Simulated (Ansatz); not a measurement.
**LiMoSe2 in Ansatz, relaxation**

Run with:

```bash
ansatz run input.yaml --threads 2 --pin off --max-ram 2560MiB --backend cpu --events-out ev --progress --plain --runs-dir out
```

Input:

```yaml
crystal:
  lattice:
    - [3.530056, 0.0, 0.0]
    - [-1.765028, 3.057123, 0.0]
    - [0.0, 0.0, 6.410034]
  atoms:
    - { symbol: Se, position: [0.3333, 0.6667, 0.235] }
    - { symbol: Se, position: [0.6667, 0.3333, 0.765] }
    - { symbol: Li, position: [0.0, 0.0, 0.5] }
    - { symbol: Mo, position: [0.0, 0.0, 0.0] }
  symmetry: { tolerance: 0.0003 }
kpoints:
  mp_grid: { grid: [6, 6, 3], shift: [0, 0, 0] }
magnetization:
  noncollinear: true
  spin_orbit: true
scf:
  occupations: { method: fermi_dirac }
  lower_state_search: "off"
hamiltonian:
  pseudopotentials: { kind: paw_fr }
  xc: pbesol
basis:
  ecutwfc: 420
  fft_grid_basis: typed
relax:
  max_steps: 80
  cell: { p_target: 0.0 }
output:
  forces: true
  stress: true
  eigenvalues: true
  bader: true
  populations: true
  elf: true
  write_potential: true
  volumetric_format: npy
  dos:
    e_range: [-12, 8]
    de: 0.05
    projected: { site_lists: { Li: [Li], Mo: [Mo], Se: [Se] } }
    method: { smearing: { sigma: 0.1, scheme: gaussian } }
checkpoint:
  read: saved_state
```

Origin of the cell: a known structure type with other elements, at an estimated volume, so it need not be a known compound.

The smearing width isn't typed, so it takes its default of 0.1 eV.

The saved state is a converged single point of the same cell.

Output (shortened):

```
Warning: the atoms were moved onto the symmetric positions of the space group found under crystal.symmetry.tolerance 3.0e-4 (fractional; no operation is sought that the atoms, as they stand i […]
Pseudopotentials: kind: paw_fr
Pseudopotential: Se, paw_fr, valence charge 16, recommended cutoff 420 eV (normal), Se.paw.azcp#standard-fr
Pseudopotential: Li, paw_fr, valence charge 3, recommended cutoff 420 eV (normal), Li.paw.azcp#standard-fr
Pseudopotential: Mo, paw_fr, valence charge 14, recommended cutoff 420 eV (normal), Mo.paw.azcp#standard-fr
Functional definition: PBEsol
  exchange = pbesol_x
  correlation = pbesol_c
non-collinear run that drives no moment, with spin-orbit: no starting moment large enough to seed its density (crystal.atoms[].spin), no starting occupations that ask for one, no magnetisatio […]
Crystal: 4 atoms, lattice volume = 69.176 Å³
Basis set: ecut = 420 eV, 1335 PW (Γ), exchange–correlation on 48×48×90 points (8 copies of the dense FFT grid, shifted against one another)
Bands: 60, of which v1, the nominal top of the filled ones, is band 49 counted from 1 (48 counted from 0)
Symmetry: 12 space group operations + 12 with time reversal
[… 12 lines left out …]
Initial density: read from a saved state, or passed on in memory by an earlier SCF of this step, an earlier step, the calling program or the single point that the run made first
Functional: x = pbesol(κ = 0.804, μ = 0.123457), c = pbesol(β = 0.046)
SCF iter   1: F=—  HF=-15952.757945 eV  Δρ=4.88e-3  dr2=1.55e-3  dr2_m=0.00e0 (ungated)  |M|=0.00e0 ∫|m|=0.00e0 μB
SCF iter   2: F=—  HF=-15952.761540 eV  Δρ=3.48e-3  dr2=8.18e-4  dr2_m=0.00e0 (ungated)  |M|=0.00e0 ∫|m|=0.00e0 μB
SCF iter   3: F=—  HF=-15952.765228 eV  Δρ=3.71e-4  dr2=1.04e-4  dr2_m=0.00e0 (ungated)  |M|=0.00e0 ∫|m|=0.00e0 μB
SCF iter   4: F=—  HF=-15952.765258 eV  Δρ=1.26e-4  dr2=2.89e-5  dr2_m=0.00e0 (ungated)  |M|=0.00e0 ∫|m|=0.00e0 μB
SCF iter   5: F=—  HF=-15952.765255 eV  Δρ=3.75e-5  dr2=4.15e-6  dr2_m=0.00e0 (ungated)  |M|=0.00e0 ∫|m|=0.00e0 μB
SCF iter   6: F=—  HF=-15952.765254 eV  Δρ=1.64e-5  dr2=2.54e-7  dr2_m=0.00e0 (ungated)  |M|=0.00e0 ∫|m|=0.00e0 μB
SCF iter   7: F=-15952.765254 eV  HF=-15952.765254 eV  Δρ=4.75e-6  dr2=2.17e-8  dr2_m=0.00e0 (ungated)  |M|=0.00e0 ∫|m|=0.00e0 μB
relax step   1: F+E_penalty+E_count = -15952.765254 eV  Δ(F+E_penalty+E_count) = +0.000e0 eV  max|allowed force component| = 7.998e-1 eV/Å  Δτ_max = 0.0000 Å  P = +2.658 GPa  Ω = 69.176 Å³  ( […]
relax step   2: F+E_penalty+E_count = -15952.827354 eV  Δ(F+E_penalty+E_count) = -6.210e-2 eV  max|allowed force component| = 5.416e-1 eV/Å  Δτ_max = 0.0992 Å  P = -2.358 GPa  Ω = 68.781 Å³ […]
relax step   3: F+E_penalty+E_count = -15952.865212 eV  Δ(F+E_penalty+E_count) = -3.786e-2 eV  max|allowed force component| = 9.603e-2 eV/Å  Δτ_max = 0.0350 Å  P = -0.131 GPa  Ω = 68.090 Å³ […]
relax step   4: F+E_penalty+E_count = -15952.877177 eV  Δ(F+E_penalty+E_count) = -1.197e-2 eV  max|allowed force component| = 4.859e-2 eV/Å  Δτ_max = 0.0239 Å  P = +0.816 GPa  Ω = 67.627 Å³ […]
relax step   5: F+E_penalty+E_count = -15952.878233 eV  Δ(F+E_penalty+E_count) = -1.056e-3 eV  max|allowed force component| = 3.404e-2 eV/Å  Δτ_max = 0.0060 Å  P = -0.133 GPa  Ω = 68.498 Å³ […]
relax step   6: F+E_penalty+E_count = -15952.878579 eV  Δ(F+E_penalty+E_count) = -3.454e-4 eV  max|allowed force component| = 1.065e-2 eV/Å  Δτ_max = 0.0052 Å  P = -0.048 GPa  Ω = 68.243 Å³ […]
relax step   7: F+E_penalty+E_count = -15952.878590 eV  Δ(F+E_penalty+E_count) = -1.148e-5 eV  max|allowed force component| = 6.887e-4 eV/Å  Δτ_max = 0.0009 Å  P = +0.004 GPa  Ω = 68.234 Å³ […]
relax step   8: F+E_penalty+E_count = -15952.878620 eV  Δ(F+E_penalty+E_count) = -2.992e-5 eV  max|allowed force component| = 6.240e-4 eV/Å  Δτ_max = 0.0000 Å  P = +0.010 GPa  Ω = 68.234 Å³  stress off target by 2.12e-2 GPa […]
SCF 8 converged in 8 iterations: F = -15952.878620 eV  dr2 = 1.49e-11
basis re-selected at this cell: Δ(F+E_penalty+E_count) = -2.992e-5 eV, ΔP = +0.006 GPa vs the last step (what re-selecting the basis moved, of the pressure what is left beyond the Pulay corre […]
SCF converged after 8 iterations
Magnetization: |M| = 0.0000 μB,  M = (+0.0000, +0.0000, +0.0000) μB
Absolute magnetization: 0.0000 μB (∫|m|)
  site 0: m = (+0.0000, +0.0000, +0.0000) μB, |m| = 0.0000 μB  (R = 1.06 Å)
  site 1: m = (+0.0000, +0.0000, +0.0000) μB, |m| = 0.0000 μB  (R = 1.06 Å)
  site 2: m = (+0.0000, +0.0000, +0.0000) μB, |m| = 0.0000 μB  (R = 1.09 Å)
  site 3: m = (+0.0000, +0.0000, +0.0000) μB, |m| = 0.0000 μB  (R = 1.06 Å)
Free energy (F): -15952.878620 eV
Harris-Foulkes:  -15952.878620 eV  (|F-HF|=1.09e-11)
Internal energy: -15952.798069 eV  (E = F + TS)
E sigma→0 (E₀):  -15952.838345 eV
Entropy (-TS):   -0.080551 eV (-20.138 meV/atom)
Fermi energy:    12.525129 eV
--- Per-component energies (eV) ---
  E_band       = -895.330229
  E_kinetic    = 704.263268
  E_local      = -6178.816225  (includes V_loc(G=0)·N_el)
  E_nonlocal   = -1072.690197
  E_hartree    = 2907.312013
  E_xc         = -401.556715
  E_vxc        = -440.993621  (∫ρ·V_xc dr)
  E_paw        = -6901.161364  (= ΣΔE_a)
  E_vpaw       = 278.283573  (= ΣTr[D̂ρ^β])
  E_aug_tail   = -0.001203  (compensation charges beyond the density's cutoff)
  E_ewald      = -5012.382372
  E_core_change = 2.234725  (= ΣΔE_core)
  E_smearing   = -0.080551  (= −TS)
  Σ components = -15952.878620   (vs F -15952.878620, Δ=0.00e0)
--- Forces (eV/Å), atoms counted from 1 ---
  atom   1  Se    -0.000000    -0.000000     0.000624
  atom   2  Se     0.000000     0.000000    -0.000624
  atom   3  Li    -0.000000     0.000000     0.000000
  atom   4  Mo     0.000000     0.000000     0.000000
  max |Σ_I F_I| component: 1.16e-18 eV/Å
--- Stress (GPa, compression-positive) ---
        0.004402       0.000000       0.000000
        0.000000       0.004402      -0.000000
        0.000000      -0.000000       0.021170
  P = ⅓ Tr σ = 0.0100 GPa (0.100 kbar)
--- Relaxed structure (7 steps of the walk, 7 accepted, 1 SCFs on fresh bases) ---
  F+E_penalty+E_count = -15952.878620 eV   max|allowed force component| = 6.240e-4 eV/Å   (the final SCF, on the basis selected at the relaxed cell)
  cell:  # Å, volume = 68.2342 Å³
    - [3.367946, 0.0, 0.0]
    - [-1.683973, 2.916727, 0.0]
    - [0.0, 0.0, 6.946105]
  atoms:
    - { symbol: Se, position: [0.333333, 0.666667, 0.241007] }
    - { symbol: Se, position: [0.666667, 0.333333, 0.758993] }
    - { symbol: Li, position: [0.0, 0.0, 0.5] }
    - { symbol: Mo, position: [0.0, 0.0, 1.353e-19] }
--- Löwdin populations: 4 sites ---
  site symbol       q [e]
     0     Se     16.3149
     1     Se     16.3149
     2     Li      2.3813
     3     Mo     13.7678
  spilling = 0.004511 (of n_electrons = 49.000000)
--- Bader charges: 4 sites ---
  site symbol  charge [e]  shift [e]  m_x [muB]  m_y [muB]  m_z [muB]
     0     Se     -0.9182     0.0001     0.0000     0.0000     0.0000
     1     Se     -0.9181     0.0001     0.0000     0.0000     0.0000
     2     Li      0.8682     0.0008     0.0000     0.0000     0.0000
     3     Mo      0.9681     0.0010     0.0000     0.0000     0.0000
  estimated error of the sums over rays = 7.4e-4 e
```

Before:

Space group P-3m1 (No. 164); the run's cell has a = 3.530 Å, b = 3.530 Å, c = 6.410 Å, α = 90.00°, β = 90.00°, γ = 120.00°. Shortest distances: Mo–Se 2.53 Å, Li–Se 2.65 Å, Li–Mo 3.21 Å, Se–Se 3.53 Å, Li–Li 3.53 Å, Mo–Mo 3.53 Å.

The relaxed structure.

Space group P-3m1 (No. 164); the run's cell has a = 3.368 Å, b = 3.368 Å, c = 6.946 Å, α = 90.00°, β = 90.00°, γ = 120.00°. Shortest distances: Mo–Se 2.57 Å, Li–Se 2.65 Å, Se–Se 3.37 Å, Li–Li 3.37 Å, Mo–Mo 3.37 Å, Li–Mo 3.47 Å.

* Free energy lowered by: 28.3 meV/atom
* Volume change: -1.36 %
* Final pressure: 0.01 GPa
* Relaxation steps listed: 8

Caveats: no moments, though an odd count or open d shells may carry them; the k mesh is coarse if the cell is a metal; the relaxation held the start's symmetry, so the end may be a saddle point.

It ran for 62 s on 2 threads of Intel(R) Xeon(R) Platinum 8375C CPU @ 2.90GHz (Ice Lake), with other jobs on the host, peak memory 0.7 GiB, from a saved density.
